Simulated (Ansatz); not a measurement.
## Zone-centre phonons of MnSe at 10 GPa: input and output

All numbers below come from DFT LDA, scalar-relativistic, plane waves, PAW in Ansatz 0.2.0.

Launched with:
```bash
ansatz run input.yaml --threads 1 --pin off --max-ram 3072MiB --backend cpu --events-out ev --progress --plain --runs-dir out
```

Input (bare energies are in eV):
```yaml
crystal:
  lattice:
    - [0.0, 2.5330209307, 2.5330209307]
    - [2.5330209307, 0.0, 2.5330209307]
    - [2.5330209307, 2.5330209307, 0.0]
  atoms:
    - { symbol: Mn, position: [0.0, 0.0, 0.0] }
    - { symbol: Se, position: [0.75, 0.75, 0.75] }
basis:
  ecutwfc: 420
kpoints:
  mp_grid: { grid: [14, 14, 14] }
hamiltonian:
  xc: lda
scf:
  occupations: { method: gaussian, width: 0.2 }
output:
  eigenvalues: true
phonons:
  method: dfpt
  eigenvectors: true
```

The end of the output:
```
--- Phonons (Γ-DFPT): 2 representative perturbations + reference, on 244 of 2744 k-points (Σ response iterations 6) ---
  k mesh reduced under 8 symmetry operations, with k and −k counted as one. Each operation leaves every solved displacement unchanged or reverses it
  ASR residual: 6.466e-6 → 0.000e0 eV/Å²; symmetrization residual: 3.345e-7 eV/Å²
  ASR residual per site (eV/Å²): 5.68e-6 6.47e-6
  Γ frequencies (cm⁻¹): 0.00 0.00 0.00 376.27 376.27 376.27
  non-analytic LO–TO correction: not included (Born effective charges unavailable; polar crystals: no LO–TO splitting at Γ)
```

It took 15 s on 1 thread of AMD EPYC 9R45 96-Core Processor (Zen 5), with other jobs on the host, peak memory 0.78 GiB.

In a metal, frequencies and elastic constants depend on the k mesh and the smearing, soft modes and shear constants most. Spin polarisation was left out, and a magnetic state may lie lower. Other phases may be more stable at this pressure.

This zinc-blende form isn't the usual stable structure of the compound at low pressure.